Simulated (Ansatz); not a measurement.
**Trial structures of Nb2SiB2: starts and ends**

Method: DFT PBE, scalar-relativistic, plane waves, PAW in Ansatz 0.2.0. All cells share a 420 eV cutoff and Γ-centred k meshes spaced at most about 0.3 Å⁻¹ (about 0.25 or finer for metals, 2π included). No spin polarisation in the final relaxations.

Each guess was relaxed in cell and atoms at zero pressure, within the symmetry of its start. Temperature and zero-point effects are left out. Coordination counts B atoms around Nb and Si (those within 1.25 times the shortest such distance or 1.15 times the sum of covalent radii; a plus sign parts nearer from farther groups; the shortest distance is added where it is long for a bond).

```csv
guess,made from,start group,V start (Å³/atom),end group,V end (Å³/atom),coordination at the end,gap on mesh (eV),E over the lowest end (meV/atom)
1,random cell,P4/mmm,14.5,P4/mmm,16.8,"Nb 4, Si 4",0,722
2,random cell,P6/mmm,14.4,?,?,?,?,?
3,Ce2SeO2 type,P-3m1,11.7,P-3m1,13.2,"Nb 5, Si 6 from 2.6 Å",0,121
4,LaAg2Ge2 type,I4/mmm,11.9,I4/mmm,12.5,"Nb 4, Si 8+16 from 4.0 Å",0,0
```

Guess 2 as it starts:

```
Nb Si B
1.0
     3.93020    0.00000    0.00000
    -1.96510    3.40366    0.00000
     0.00000    0.00000    5.36756
Nb Si B
2 1 2
Direct
  0.33333 0.66667 0.50000
  0.66667 0.33333 0.50000
  0.00000 0.00000 0.00000
  0.33333 0.66667 0.00000
  0.66667 0.33333 0.00000
```

Question: Predict the end of this guess and its energy over the lowest end.

Answer: It ends in space group P6/mmm (No. 191), with a = 4.297 Å, c = 4.562 Å, 14.6 Å³/atom and no gap. It lies 1.32 eV/atom over the lowest end, above guess 1 and so the highest of the set. The shortest distance is 2.28 Å (Nb–B) in this end and 2.05 Å (B–B) in the lowest (guess 4).

```
CELL_PARAMETERS angstrom
4.29674 0.00000 0.00000
-2.14837 3.72108 0.00000
0.00000 0.00000 4.56225
ATOMIC_POSITIONS crystal
Nb 0.33333 0.66667 0.50000
Nb 0.66667 0.33333 0.50000
Si 0.00000 0.00000 0.00000
B 0.33333 0.66667 0.00000
B 0.66667 0.33333 0.00000
```

Energies over the elements count from the elements' standard structures at the same level, with no fitted energy shifts.

Question: Is the lowest end bound against the elements?

Answer: Yes: its formation energy is −0.04 eV/atom. A negative formation energy is needed for stability but isn't enough: competing phases decide.

Cells relaxed within their symmetry can be saddle points. A lower structure may well exist outside this small set. Some candidate types were left out of the draw beforehand, so a known form may be missing.
